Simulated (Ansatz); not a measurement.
A relaxation computed with Ansatz, from input to last step.

```yaml
crystal:
  lattice:
    - [5.1106738684, 0.0, 0.0]
    - [-2.5553369343, 4.4259734005, 0.0]
    - [0.0, 0.0, 4.6169689901]
  atoms:
    - { symbol: Li, position: [0.3115, 0.3115, 0.25] }
    - { symbol: Li, position: [0.0, 0.3115, 0.75] }
    - { symbol: Li, position: [0.6885, 0.0, 0.25] }
    - { symbol: Li, position: [0.6885, 0.6885, 0.75] }
    - { symbol: Li, position: [0.0, 0.6885, 0.25] }
    - { symbol: Li, position: [0.3115, 0.0, 0.75] }
    - { symbol: Os, position: [0.0, 0.0, 0.0] }
    - { symbol: Os, position: [0.0, 0.0, 0.5] }
basis:
  ecutwfc: 420
kpoints:
  mp_grid: { grid: [6, 6, 4] }
hamiltonian:
  xc: pbe
scf:
  occupations: { method: gaussian, width: 0.1 }
  lower_state_search: "off"
output:
  forces: true
  stress: true
  eigenvalues: true
relax:
  adjacent_minimum: "off"
  f_tol: 0.04
  max_steps: 70
  cell: { stress_tol: 0.4 }
```

```bash
ansatz run input.yaml --threads 1 --pin off --max-ram 2560MiB --backend cpu --events-out ev --progress --plain --runs-dir out
```

Method: DFT PBE, scalar-relativistic, plane waves, PAW in Ansatz 0.2.0.

Of 9 frames 9 are shown, positions in Å and forces in eV/Å; the SCF threshold varies from step to step. Steps run on the plane waves of an earlier cell, with a Pulay correction in the pressure. The basis is chosen afresh for the last frame, the zero of the energies, and at times for earlier ones too; energy and pressure step there, also at an unchanged geometry.

```xyz
8
Lattice="5.1107 0.0000 0.0000 -2.5553 4.4260 0.0000 0.0000 0.0000 4.6170" Properties=species:S:1:pos:R:3:forces:R:3 pbc="T T T" step=1 free_energy_over_end_meV_per_atom=1676.35 pressure_GPa=56.93
Li    0.7960    1.3787    1.1542    3.7003    6.4091    0.0000
Li   -0.7960    1.3787    3.4627   -3.7003    6.4091    0.0000
Li    3.5187    0.0000    1.1542   -7.4006    0.0000    0.0000
Li    1.7593    3.0473    3.4627   -3.7003   -6.4091    0.0000
Li   -1.7593    3.0473    1.1542    3.7003   -6.4091    0.0000
Li    1.5920    0.0000    3.4627    7.4006    0.0000    0.0000
Os    0.0000    0.0000    0.0000    0.0000    0.0000    0.0000
Os    0.0000    0.0000    2.3085    0.0000    0.0000    0.0000
8
Lattice="5.1795 0.0000 0.0000 -2.5898 4.4856 0.0000 0.0000 0.0000 4.8462" Properties=species:S:1:pos:R:3:forces:R:3 pbc="T T T" step=2 free_energy_over_end_meV_per_atom=818.12 pressure_GPa=27.13
Li    0.8755    1.5164    1.2116    2.1215    3.6746    0.0000
Li   -0.8755    1.5164    3.6347   -2.1215    3.6746    0.0000
Li    3.4286    0.0000    1.2116   -4.2430    0.0000    0.0000
Li    1.7143    2.9693    3.6347   -2.1215   -3.6746    0.0000
Li   -1.7143    2.9693    1.2116    2.1215   -3.6746    0.0000
Li    1.7509    0.0000    3.6347    4.2430    0.0000    0.0000
Os    0.0000    0.0000    0.0000    0.0000    0.0000    0.0000
Os    0.0000    0.0000    2.4231    0.0000    0.0000    0.0000
8
Lattice="5.3422 0.0000 0.0000 -2.6711 4.6265 0.0000 0.0000 0.0000 4.8408" Properties=species:S:1:pos:R:3:forces:R:3 pbc="T T T" step=3 free_energy_over_end_meV_per_atom=285.82 pressure_GPa=9.82
Li    1.0031    1.7375    1.2102    0.9050    1.5675    0.0000
Li   -1.0031    1.7375    3.6306   -0.9050    1.5675    0.0000
Li    3.3360    0.0000    1.2102   -1.8100    0.0000    0.0000
Li    1.6680    2.8890    3.6306   -0.9050   -1.5675    0.0000
Li   -1.6680    2.8890    1.2102    0.9050   -1.5675    0.0000
Li    2.0063    0.0000    3.6306    1.8100    0.0000    0.0000
Os    0.0000    0.0000    0.0000    0.0000    0.0000    0.0000
Os    0.0000    0.0000    2.4204    0.0000    0.0000    0.0000
8
Lattice="5.2983 0.0000 0.0000 -2.6491 4.5884 0.0000 0.0000 0.0000 4.8048" Properties=species:S:1:pos:R:3:forces:R:3 pbc="T T T" step=4 free_energy_over_end_meV_per_atom=108.69 pressure_GPa=4.18
Li    1.0962    1.8987    1.2012    0.3958    0.6856    0.0000
Li   -1.0962    1.8987    3.6036   -0.3958    0.6856    0.0000
Li    3.1058    0.0000    1.2012   -0.7917    0.0000    0.0000
Li    1.5529    2.6897    3.6036   -0.3958   -0.6856    0.0000
Li   -1.5529    2.6897    1.2012    0.3958   -0.6856    0.0000
Li    2.1924    0.0000    3.6036    0.7917    0.0000    0.0000
Os    0.0000    0.0000    0.0000    0.0000    0.0000    0.0000
Os    0.0000    0.0000    2.4024    0.0000    0.0000    0.0000
8
Lattice="5.0901 0.0000 0.0000 -2.5451 4.4082 0.0000 0.0000 0.0000 4.8160" Properties=species:S:1:pos:R:3:forces:R:3 pbc="T T T" step=5 free_energy_over_end_meV_per_atom=36.63 pressure_GPa=3.63
Li    1.1498    1.9916    1.2040    0.2180    0.3777    0.0000
Li   -1.1498    1.9916    3.6120   -0.2180    0.3777    0.0000
Li    2.7905    0.0000    1.2040   -0.4361    0.0000    0.0000
Li    1.3952    2.4166    3.6120   -0.2180   -0.3777    0.0000
Li   -1.3952    2.4166    1.2040    0.2180   -0.3777    0.0000
Li    2.2997    0.0000    3.6120    0.4361    0.0000    0.0000
Os    0.0000    0.0000    0.0000    0.0000    0.0000    0.0000
Os    0.0000    0.0000    2.4080    0.0000    0.0000    0.0000
8
Lattice="5.1890 0.0000 0.0000 -2.5945 4.4938 0.0000 0.0000 0.0000 4.8669" Properties=species:S:1:pos:R:3:forces:R:3 pbc="T T T" step=6 free_energy_over_end_meV_per_atom=6.14 pressure_GPa=-1.95
Li    1.2737    2.2061    1.2167    0.0196    0.0339    0.0000
Li   -1.2737    2.2061    3.6502   -0.0196    0.0339    0.0000
Li    2.6416    0.0000    1.2167   -0.0391    0.0000    0.0000
Li    1.3208    2.2877    3.6502   -0.0196   -0.0339    0.0000
Li   -1.3208    2.2877    1.2167    0.0196   -0.0339    0.0000
Li    2.5474    0.0000    3.6502    0.0391    0.0000    0.0000
Os    0.0000    0.0000    0.0000    0.0000    0.0000    0.0000
Os    0.0000    0.0000    2.4335    0.0000    0.0000    0.0000
8
Lattice="5.0569 0.0000 0.0000 -2.5284 4.3794 0.0000 0.0000 0.0000 4.8813" Properties=species:S:1:pos:R:3:forces:R:3 pbc="T T T" step=7 free_energy_over_end_meV_per_atom=0.73 pressure_GPa=0.28
Li    1.2623    2.1864    1.2203    0.0026    0.0046    0.0000
Li   -1.2623    2.1864    3.6610   -0.0026    0.0046    0.0000
Li    2.5322    0.0000    1.2203   -0.0053    0.0000    0.0000
Li    1.2661    2.1929    3.6610   -0.0026   -0.0046    0.0000
Li   -1.2661    2.1929    1.2203    0.0026   -0.0046    0.0000
Li    2.5247    0.0000    3.6610    0.0053    0.0000    0.0000
Os    0.0000    0.0000    0.0000    0.0000    0.0000    0.0000
Os    0.0000    0.0000    2.4407    0.0000    0.0000    0.0000
8
Lattice="5.0856 0.0000 0.0000 -2.5428 4.4043 0.0000 0.0000 0.0000 4.8651" Properties=species:S:1:pos:R:3:forces:R:3 pbc="T T T" step=8 free_energy_over_end_meV_per_atom=0.11 pressure_GPa=0.06
Li    1.2707    2.2009    1.2163    0.0009    0.0016    0.0000
Li   -1.2707    2.2009    3.6488   -0.0009    0.0016    0.0000
Li    2.5442    0.0000    1.2163   -0.0018    0.0000    0.0000
Li    1.2721    2.2034    3.6488   -0.0009   -0.0016    0.0000
Li   -1.2721    2.2034    1.2163    0.0009   -0.0016    0.0000
Li    2.5414    0.0000    3.6488    0.0018    0.0000    0.0000
Os    0.0000    0.0000    0.0000    0.0000    0.0000    0.0000
Os    0.0000    0.0000    2.4326    0.0000    0.0000    0.0000
8
Lattice="5.0856 0.0000 0.0000 -2.5428 4.4043 0.0000 0.0000 0.0000 4.8651" Properties=species:S:1:pos:R:3:forces:R:3 pbc="T T T" step=9 free_energy_over_end_meV_per_atom=0.00 pressure_GPa=0.05
Li    1.2707    2.2009    1.2163    0.0009    0.0016    0.0000
Li   -1.2707    2.2009    3.6488   -0.0009    0.0016    0.0000
Li    2.5442    0.0000    1.2163   -0.0018    0.0000    0.0000
Li    1.2721    2.2034    3.6488   -0.0009   -0.0016    0.0000
Li   -1.2721    2.2034    1.2163    0.0009   -0.0016    0.0000
Li    2.5414    0.0000    3.6488    0.0018    0.0000    0.0000
Os    0.0000    0.0000    0.0000    0.0000    0.0000    0.0000
Os    0.0000    0.0000    2.4326    0.0000    0.0000    0.0000
```

The start puts this composition into another compound's structure type, which needn't suit it. At the end the space group is P6/mmm (tolerance 0.05 Å).

The run took 41 s on 1 thread of Arm Neoverse V2, with other jobs on the host, peak memory 0.39 GiB.

The k mesh is coarse. Spin–orbit coupling is left out, which can shift energies with elements as heavy as these.